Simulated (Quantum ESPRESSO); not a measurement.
**Band energies of Ba2ZnN2**

```
CELL_PARAMETERS angstrom
     -2.09837     2.09837     6.49187
      2.09837    -2.09837     6.49187
      2.09837     2.09837    -6.49187
ATOMIC_POSITIONS crystal
  N  0.85929 0.85929 0.00000
  N  0.14071 0.14071 0.00000
  Zn 0.00000 0.00000 0.00000
  Ba 0.65472 0.65472 0.00000
  Ba 0.34528 0.34528 0.00000
```

PBEsol (Quantum ESPRESSO, PseudoDojo norm-conserving, 84 Ry, without SOC); path ΓXYSΓZS1NPY1Z,XP; energies in eV from the valence-band maximum.

```csv
k (1/Å),point,band 21,band 22,band 23,band 24,band 25,band 26,band 27,band 28
0.00,Γ,-1.85,-0.98,-0.98,0.00,0.00,0.84,1.30,2.52
0.21,,-1.83,-1.46,-1.08,-0.41,-0.12,1.00,1.75,2.78
0.42,,-1.97,-1.79,-1.26,-1.00,-0.21,1.16,2.70,2.90
0.85,,-1.61,-1.46,-1.32,-0.58,-0.12,0.67,2.27,2.66
1.06,X,-1.56,-1.48,-1.12,-0.24,-0.08,0.48,2.18,2.56
1.06,Y,-1.56,-1.52,-1.11,-0.25,-0.19,0.50,2.20,2.64
1.28,,-1.77,-1.59,-1.19,-0.66,-0.46,0.73,2.39,3.10
1.51,,-2.17,-1.66,-1.50,-1.22,-0.83,1.20,2.76,3.47
1.73,S,-2.36,-1.73,-1.68,-1.42,-1.00,1.41,3.20,3.90
1.94,,-2.45,-1.75,-1.73,-1.39,-0.91,1.28,3.25,3.71
2.14,,-2.09,-1.80,-1.50,-0.96,-0.58,1.20,2.72,3.11
2.56,Γ,-1.85,-0.98,-0.98,0.00,0.00,0.84,1.30,2.52
2.80,,-1.60,-0.85,-0.85,-0.07,-0.07,1.16,1.75,2.87
3.04,Z,-1.38,-0.67,-0.67,-0.18,-0.18,1.05,2.59,2.59
3.21,,-1.41,-0.93,-0.80,-0.41,-0.32,1.34,2.37,2.67
3.37,,-1.51,-1.47,-1.10,-0.86,-0.61,1.95,2.08,2.92
3.71,S1,-2.36,-1.73,-1.68,-1.42,-1.00,1.41,3.20,3.90
3.71,N,-2.61,-1.73,-1.73,-1.50,-1.01,1.64,2.94,3.93
4.01,,-2.21,-1.65,-1.51,-1.03,-0.72,1.42,2.06,3.27
4.16,,-1.91,-1.54,-1.37,-0.61,-0.45,1.21,1.49,3.23
4.46,P,-1.70,-1.33,-1.33,-0.14,-0.14,1.03,1.03,3.50
4.46,Y1,-1.56,-1.52,-1.11,-0.25,-0.19,0.50,2.20,2.64
4.67,,-1.78,-1.56,-1.07,-0.76,-0.29,0.70,2.41,3.25
4.77,,-1.89,-1.55,-1.04,-1.01,-0.31,0.89,2.55,3.57
4.99,,-1.75,-1.51,-1.10,-0.95,-0.31,1.47,2.57,2.75
5.09,,-1.48,-1.46,-0.91,-0.88,-0.28,1.80,2.01,2.77
5.30,,-1.39,-0.80,-0.71,-0.32,-0.20,1.17,2.48,2.64
5.41,Z,-1.38,-0.67,-0.67,-0.18,-0.18,1.05,2.59,2.59
5.41,X,-1.56,-1.48,-1.12,-0.24,-0.08,0.48,2.18,2.56
5.65,P,-1.70,-1.33,-1.33,-0.14,-0.14,1.03,1.03,3.50
```

The PBEsol gap is indirect, 0.48 eV, from Γ to X; the smallest direct gap is 0.56 eV.

Geometry of the Materials Project entry, not relaxed at this level.
